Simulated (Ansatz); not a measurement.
**Be$_{2}$ReGe$_{2}$ single point**

input.yaml (Ansatz 0.2.0)

```yaml
crystal:
  lattice:
    - [1.874594, 3.246892, 0.0]
    - [-1.874594, 3.246892, 0.0]
    - [0.0, 0.0, 6.512591]
  atoms:
    - { symbol: Re, position: [0.0, 0.0, 0.0] }
    - { symbol: Ge, position: [0.33333, 0.33334, 0.2684] }
    - { symbol: Ge, position: [0.66667, 0.66666, 0.7316] }
    - { symbol: Be, position: [0.33333, 0.33334, 0.6383] }
    - { symbol: Be, position: [0.66667, 0.66666, 0.3617] }
  symmetry: { tolerance: 0.0003 }
kpoints:
  mp_grid: { grid: [10, 10, 5], shift: [0, 0, 0] }
  band_path:
    path:
      - [0.0, 0.0, 0.0]
      - [0.5, 0.5, 0.0]
      - [0.33333333, 0.66666667, 0.0]
      - [0.0, 0.0, 0.0]
      - [0.0, 0.0, 0.5]
      - [0.5, 0.5, 0.5]
      - [0.33333333, 0.66666667, 0.5]
      - [0.0, 0.0, 0.5]
      - [0.5, 0.5, 0.5]
      - [0.5, 0.5, 0.0]
      - [0.33333333, 0.66666667, 0.5]
    npoints: 6
magnetization:
  spin_polarized: false
scf:
  occupations: { method: gaussian, width: 0.276 }
  lower_state_search: "off"
  max_iter: 200
hamiltonian:
  pseudopotentials: { kind: paw }
  xc: r2scan
basis:
  ecutwfc: 500
  fft_grid_basis: typed
output:
  forces: true
  stress: true
  eigenvalues: true
  bader: true
  populations: true
  elf: true
  write_potential: true
  volumetric_format: npy
  dos:
    e_range: [-12, 8]
    de: 0.05
    projected: { site_lists: { Be: [Be], Ge: [Ge], Re: [Re] } }
checkpoint:
  read: saved_state
```

The run starts from an earlier solution of this cell. 

Output (shortened):

```
Warning: the atoms were moved onto the symmetric positions of the space group found under crystal.symmetry.tolerance 3.0e-4 (fractional; no operation is sought that the atoms, as they stand in a round, miss by more than twice it, and no atom is moved by as much as it), and the run uses the moved positions.
Pseudopotentials: kind: paw
Pseudopotential: Re, paw, valence charge 15, recommended cutoff 500 eV (meta_gga), Re.paw.azcp
Pseudopotential: Ge, paw, valence charge 14, recommended cutoff 500 eV (meta_gga), Ge.paw.azcp
Pseudopotential: Be, paw, valence charge 2, recommended cutoff 500 eV (meta_gga), Be.paw.azcp
Functional definition: r2SCAN
  exchange = r2scan_x(k0 = k0, k1 = k1, a1 = a1)
  correlation = r2scan_c
Crystal: 5 atoms, lattice volume = 79.279 Å³
Basis set: ecut = 500 eV, 2027 PW (Γ), exchange–correlation on 120×120×192 points (64 copies of the dense FFT grid, shifted against one another)
Bands: 29, of which v1, the nominal top of the filled ones, is band 24 counted from 1 (23 counted from 0)
Symmetry: 12 space group operations
Space group: P-3m1 (ITA 164), of the structure as read, at distance tolerance 1.3e-3 Å
k-points: 58 of 500
Initial density: read from a saved state, or passed on in memory by an earlier SCF of this step, an earlier step, the calling program or the single point that the run made first
Functional: x = r2scan, c = r2scan; τ floored in thin density (d = 2e-4 eV/Å³)
SCF iter   1: F=-19669.4780 eV  Δρ=7.72e-4  dr2=4.76e-4  dr2_τ=4.28e-3
SCF iter   2: F=-19669.4788 eV  Δρ=4.73e-4  dr2=2.20e-4  dr2_τ=2.17e-5
SCF iter   3: F=-19669.4787 eV  Δρ=3.20e-4  dr2=2.11e-4  dr2_τ=2.82e-5
SCF iter   4: F=-19669.4789 eV  Δρ=6.94e-5  dr2=4.75e-6  dr2_τ=9.27e-7
SCF iter   5: F=-19669.4789 eV  Δρ=3.35e-5  dr2=9.06e-7  dr2_τ=6.44e-8
SCF iter   6: F=-19669.4789 eV  Δρ=1.66e-5  dr2=3.40e-7  dr2_τ=2.84e-8
SCF iter   7: F=-19669.4789 eV  Δρ=5.37e-6  dr2=2.95e-8  dr2_τ=2.21e-9
Free energy (F): -19669.4789 eV
Harris-Foulkes:  -19669.4789 eV  (|F-HF|=1.05e-8)
Internal energy: -19669.3207 eV  (E = F + TS)
E sigma→0 (E₀):  -19669.3998 eV
Entropy (-TS):   -0.1582 eV (-31.633 meV/atom)
Fermi energy:    10.8838 eV
--- Per-component energies (eV) ---
  E_band       = -501.8845
  E_kinetic    = 790.8570
  E_local      = -6202.4346  (includes V_loc(G=0)·N_el)
  E_nonlocal   = 902.9500
  E_hartree    = 2643.8269
  E_xc         = -555.3417
  E_vxc        = -511.0851  (∫ρ·V_xc dr)
  E_paw        = -12880.3366  (= ΣΔE_a)
  E_vpaw       = -796.9527  (= ΣTr[D̂ρ^β])
  E_aug_tail   =  0.0000  (compensation charges beyond the density's cutoff)
  E_vtau       = 27.1317  (kinetic-family band-sum trace: ∫τ·v_τ [+ j·A + Jᵃ·Aᵃ] dr)
  E_ewald      = -4366.1752
  E_core_change = -2.6665  (= ΣΔE_core)
  E_smearing   = -0.1582  (= −TS)
--- Stress (GPa, compression-positive) ---
       -7.4044       0.0000       0.0000
        0.0000      -7.4044       0.0000
        0.0000       0.0000     -24.6600
  P = ⅓ Tr σ = -13.1562 GPa (-131.562 kbar)
--- Löwdin populations: 5 sites ---
  site symbol       q [e]
     0     Re     14.5847
     1     Ge     15.2873
     2     Ge     15.2873
     3     Be      0.5814
     4     Be      0.5814
  spilling = 0.0144 (of n_electrons = 47.0000)
```

Origin: a known structure type with other elements, at an estimated volume, so it need not be a known compound. Caveats: many states at the Fermi level without spin polarisation, so a magnetic state may lie lower; atoms or cell far from equilibrium; wide smearing.
